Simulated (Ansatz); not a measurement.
The elements of this relaxed trial crystal are hidden behind letters.

```
lattice vectors (Å)
   3.8619   -4.1739    0.0000
   3.8619    4.1739    0.0000
   0.0000    0.0000    4.0242
fractional positions
X 0.5000 0.5000 0.5000
Z 0.0000 0.0000 0.0000
Q 0.1859 0.8141 0.5000
Q 0.8141 0.1859 0.5000
Q 0.3225 0.3225 0.0000
Q 0.6775 0.6775 0.0000
```

Method: DFT PBE, scalar-relativistic, plane waves, PAW in Ansatz. Plane waves to 420 eV, an 8×8×10 mesh through Γ for the 6-atom cell and 0.10 eV Gaussian smearing; no spin polarisation.

```
Space group                               : Cmmm (No. 65)
Conventional cell                         : a = 7.724 Å, b = 8.348 Å, c = 4.024 Å
Volume per atom                           : 21.62 Å³
Density                                   : 2.96 g/cm³
Energy over the elements                  : +0.12 eV/atom
Gap on the 8×8×10 mesh of the 6-atom cell : 0 eV (a metal)
```

Energies are uncorrected and count from the elements' standard states at the same level.

**Question.** X is an s-block element of period 3, Z is a p-block element of period 4 and Q is a p-block element of period 3. Which elements are they?

**Answer.** X = Mg, Z = Se, Q = S, so the formula is MgSeS4. Density times volume gives a mean mass of 2.96 × 21.62/1.6605 = 38.5 u per atom, and this set has 38.6 u. Around Mg lie 4 S at 2.43 Å and 2 S at 2.62 Å; Se has 6 S at 2.49–2.54 Å; S on a site of symmetry m2m is surrounded by 2 Se at 2.54 Å and 1 Mg at 2.62 Å; 1 more site not described. Other sets within the hints have nearly the same mass, so mass alone doesn't settle it; this one was computed.

The cell is a metal run without spin; a magnetic state may lie lower. A structure relaxed within its symmetry needn't be a true minimum.
